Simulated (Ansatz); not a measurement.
SiGe3:
```yaml
crystal:
  lattice:
    - [3.96664, 0.00000, 0.00000]
    - [0.00000, 3.96664, 0.00000]
    - [0.00000, 0.00000, 5.59428]
  atoms:
    - { symbol: Si, position: [0.00000, 0.00000, 0.00000] }
    - { symbol: Ge, position: [0.50000, 0.00000, 0.24409] }
    - { symbol: Ge, position: [0.50000, 0.50000, 0.50000] }
    - { symbol: Ge, position: [0.00000, 0.50000, 0.75591] }
```

The program Ansatz at the PBEsol level (PAW) gives a gap of 0.22 eV without spin–orbit coupling, maximum at Γ, minimum at R.

### Question
What happens when spin–orbit coupling is switched on?

### Answer
The gap drops by 0.08 eV, to 0.14 eV; maximum at Γ, minimum at R.

### Question
Give the electron effective mass with spin–orbit coupling.

### Answer
0.069, 0.099, 0.20 mₑ (principal values).

### Question
Give the hole effective mass with spin–orbit coupling.

### Answer
0.060, 0.060, 0.21 mₑ (principal values).

Space group P-4m2. The start of the workflow was typed in or built on a structure type; neither database checked (COD, Materials Project) lists it. Its standing as an ambient phase is unchecked. The cell was relaxed with PBEsol under the symmetry of its start; whether a distortion lowers the energy is not shown.

Potentials: the later of the program's two PAW sets.
